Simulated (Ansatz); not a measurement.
The elements of this relaxed trial crystal are hidden behind letters.

```
lattice vectors (Å)
   4.0126    0.0000    0.0000
   0.0000    4.0126    0.0000
   0.0000    0.0000    5.6798
fractional positions
X 0.5000 0.5000 0.5000
Z 0.0000 0.0000 0.0000
Z 0.5000 0.0000 0.7435
Z 0.0000 0.5000 0.2565
```

These are results of DFT PBE, scalar-relativistic, plane waves, PAW in Ansatz 0.2.0, not measurements. The final run on the 4-atom cell used 420 eV, a Γ-centred 10×10×6 mesh, 0.01 eV smearing and no spin polarisation.

```
Space group                                : P-4m2 (No. 115)
Conventional cell                          : a = 4.013 Å, c = 5.680 Å
Volume per atom                            : 22.86 Å³
Density                                    : 4.47 g/cm³
Energy over the elements                   : +0.014 eV/atom
Gap on the 10×10×6 mesh of the 4-atom cell : 0.16 eV
```

Energies are uncorrected and count from the elements' standard states at the same level.

Question: X is a p-block element of period 3 and Z is a p-block element of period 4. Which elements are they?

Answer: X = Si, Z = Ge, so the formula is SiGe3. Density times volume gives a mean mass of 4.47 × 22.86/1.6605 = 61.5 u per atom, and this set has 61.5 u. Among the elements that the hints allow, noble gases aside, only these give it. Around Si lie 4 Ge at 2.44 Å; Ge on a site of symmetry -4m2 has 4 Ge at 2.48 Å; around Ge on a site of symmetry 2mm lie 2 Si at 2.44 Å and 2 Ge at 2.48 Å.

Kohn–Sham gaps at this level usually fall short of measured ones. A later test with randomly moved atoms came back to the same energy, though modes that don't fit the test's cell weren't probed.
